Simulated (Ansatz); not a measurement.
Nb₂CS:
Space group P6₃/mmc (No. 194); a = 3.324 Å, b = 3.324 Å, c = 11.540 Å, α = 90.00°, β = 90.00°, γ = 120.00°

```
atom  site  symmetry       x       y       z
----  ----  --------  ------  ------  ------
Nb      4f       3m.  0.3333  0.6667  0.0942
C       2a      -3m.  0.0000  0.0000  0.0000
S       2d      -6m2  0.6667  0.3333  0.2500
```

Relaxed with r²SCAN.

Problem. Tabulate the valence density and the electron localisation function along the shortest Nb–Nb contact (2.90 Å), DFT-r²SCAN in the program Ansatz with PAW potentials.

Solution. 

```csv
distance from Nb (Å),density (e/Å³),ELF
0.29,5.14,0.50
0.44,4.89,0.73
0.58,3.68,0.78
0.73,2.23,0.71
0.87,1.17,0.50
1.02,0.62,0.28
1.16,0.40,0.22
1.31,0.33,0.26
1.45,0.31,0.30
1.60,0.33,0.26
1.74,0.40,0.22
1.89,0.62,0.28
2.03,1.17,0.50
2.18,2.23,0.71
2.32,3.68,0.78
2.47,4.89,0.73
2.61,5.14,0.50
```

The density is the valence pseudo-density with augmentation charge, so density and ELF within about 1 Å of a nucleus are not all-electron values.

Space group P6_3/mmc. The first step of the workflow began from a Materials Project structure, measured or hypothetical; the Crystallography Open Database copy checked does not list it. Its standing as an ambient phase is unchecked. The cell was relaxed with r²SCAN under the symmetry of its start; whether a distortion lowers the energy is not shown. No spin polarisation was allowed.

Potentials: the later of the program's two PAW sets.
